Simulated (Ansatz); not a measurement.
TiGa3 in space group I4/mmm (No. 139; Ga on 2b, Ga on 4d, Ti on 2a) under volume change, r²SCAN in the plane-wave PAW code Ansatz, shape and atoms relaxed at each volume.

```
V (Å³/atom)  E − E(relaxed) (meV/atom)  P (GPa)
-----------  -------------------------  -------
14.051                            52.2    13.12
14.515                            21.9     8.01
14.978                             5.2     3.67
15.441                             0.0     0.00
15.904                             4.6    -3.10
16.368                            17.5    -5.73
16.831                            37.3    -7.95
```

Q: What does a third-order Birch–Murnaghan fit give for V₀, B₀ and B′?

A: V₀ = 15.44 Å³/atom, B₀ = 112 GPa, B′ = 4.5.

The workflow started from an entry of the Crystallography Open Database (COD). Its standing as an ambient phase is unchecked. Symmetry was held in the r²SCAN relaxation; its stability against distortions is not shown here. The run is not spin-polarised.

Potentials: the later of the program's two PAW sets.
